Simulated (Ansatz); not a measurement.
Profile along the I–K line in KI (rock salt)

KI (rock salt)

Space group Fm-3m (No. 225); a = 7.007 Å, b = 7.007 Å, c = 7.007 Å, α = 90.00°, β = 90.00°, γ = 90.00°

```csv
atom,site,symmetry,x,y,z
I,4a,m-3m,0.0000,0.0000,0.0000
K,4b,m-3m,0.5000,0.5000,0.5000
```
(The calculation used a cell of 2 atoms; values per cell refer to that cell.)

Fields along a shortest I–K line of a {100} plane (3.50 Å), from I to K, interpolated on the slice's grid (step about 0.2 Å). Level of theory: PBEsol (plane waves to 420 eV, PAW, scalar-relativistic; Ansatz, an electronic-structure program). k mesh 8×8×8. These are valence fields of a PAW run, semicore shells included where kept as valence: close to a nucleus they are smooth pseudo fields. KI was relaxed with its symmetry unable to fall. Spin-orbit coupling is left out, though I is heavy.

```
distance from I (Å)  valence electron density (e/Å³)  electron localisation function
-------------------  -------------------------------  ------------------------------
0.00                                           19.07                               x
0.18                                           17.39                               x
0.35                                           12.49                               x
0.53                                            6.12                            0.36
0.70                                            1.96                            0.55
0.88                                            0.94                            0.64
1.05                                            0.61                            0.69
1.23                                            0.37                            0.77
1.40                                            0.23                            0.77
1.57                                            0.14                            0.62
1.75                                            0.09                            0.25
1.93                                            0.07                            0.06
2.10                                            0.08                            0.04
2.27                                            0.14                            0.19
2.45                                            0.33                            0.60
2.62                                            0.81                            0.82
2.80                                            1.75                            0.88
2.98                                            3.02                            0.86
3.15                                            3.99                               x
3.33                                            4.22                               x
3.50                                            4.13                               x
```

x: too close to a nucleus for the ELF to mean much.

Density on the I–K line (3.50 Å) at its density minimum, 1.9 Å from I: 0.07 e/Å³. ELF at that point: 0.1. ELF maximum in the middle third of the I–K line: 0.78, 1.3 Å from I.
